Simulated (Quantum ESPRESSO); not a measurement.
# Planted mistakes on one cell of Hf3AlO7F

The results below are calculated, not measured. They come from pw.x of Quantum ESPRESSO 7.5, a plane-wave density functional program, with PseudoDojo standard norm-conserving files (v0.5 for PBE, v0.4.1 for LDA and PBEsol). The cells are made up: elements, strain and atom displacements were drawn at random, and nothing was relaxed. There is no spin polarisation, spin-orbit coupling or dispersion term.

The hafnium file is less sure than the others, with forces about 3 percent (worst 6) and pressure in oxides about 1.5 GPa (worst 2.7) from a second method in checks, which no rerun with the same files tests.

The cell has 12 sites of a rutile lattice (two cells along c). Sites 1 to 4 hold Hf Hf Al Hf; sites 5 to 12 hold O O F O O O O O. Cell vectors in Å: (4.804, 0.016, -0.051); (0.016, 4.809, 0.012); (-0.068, 0.015, 6.560). Settings: PBE, cutoff 1143 eV, 5 x 5 x 4 k mesh shifted by half a step, Fermi-Dirac smearing of 0.025 eV.

The intended run has a self-consistency threshold of 1e-07 eV, a smearing term of 0.000 eV, a pressure of -6.32 GPa and 14 iterations. Each further run changes one thing: atoms of sites 2 and 3 exchanged; cutoff 792 eV; k mesh 1 x 1 x 1; one electron removed; smearing 0.68 eV; threshold 0.4 eV. A coarse mesh keeps the shift, and a charged cell sits in a uniform background.

| run | change of free energy (eV) | smearing term -TS (eV) | change of P (GPa) | largest change of a force component (eV/Å) | iterations |
| --- | --- | --- | --- | --- | --- |
| A | 0.088 | 0.000 | 3.14 | 0.313 | 5 |
| B | 1.411 | 0.000 | -10.29 | 0.009 | 14 |
| C | -7.702 | -0.016 | -12.72 | 0.829 | 19 |
| D | -0.359 | -1.714 | 1.50 | 0.226 | 14 |
| E | 0.122 | 0.000 | 0.29 | 2.722 | 14 |
| F | 1.036 | 0.000 | 1.93 | 0.916 | 15 |

A rerun of the intended cell at 1437 eV and k mesh 7 x 7 x 6 moved values by no more than 0.004 eV in the cell's energy, 0.03 GPa in stress and 0.002 eV/Å in force.

Question: which change belongs to which run?

## Worked reading

Run A has the fewest iterations, as a run stopped early does. Run D has the largest smearing term, as wide smearing gives. Energies from files of another functional, or of a charged cell, have another zero and say nothing on stability; the pressure of a charged cell rests on the program's zero of potential too.

## Key

| run | change |
| --- | --- |
| A | threshold 0.4 eV |
| B | cutoff 792 eV |
| C | one electron removed |
| D | smearing 0.68 eV |
| E | atoms of sites 2 and 3 exchanged |
| F | k mesh 1 x 1 x 1 |